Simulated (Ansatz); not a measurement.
SiRu (CsCl type, Pm-3m) under volume change, the program Ansatz at the LDA level (PAW), scaled uniformly.

```
V (Å³/atom)  E − E(relaxed) (meV/atom)  P (GPa)
-----------  -------------------------  -------
11.019                           105.5    33.94
11.382                            44.1    20.63
11.745                            10.4     9.44
12.109                             0.0     0.00
12.472                             9.2    -7.92
12.835                            35.1   -14.70
13.198                            74.9   -20.26
```

### Question
What does a third-order Birch–Murnaghan fit give for V₀, B₀ and B′?

### Answer
V₀ = 12.11 Å³/atom, B₀ = 288 GPa, B′ = 4.7.

The first step of the workflow began from a Materials Project structure, measured or hypothetical; the Crystallography Open Database copy checked does not list it. Whether it is the stable phase at ambient conditions was not checked. Symmetry was held in the LDA relaxation; whether a distortion lowers the energy is not shown. No spin polarisation was allowed.

Potentials: the earlier of the program's two PAW sets. The files were generated under PBE; for other functionals the program regenerates the frozen cores, and for LDA and PBEsol the local potential too.
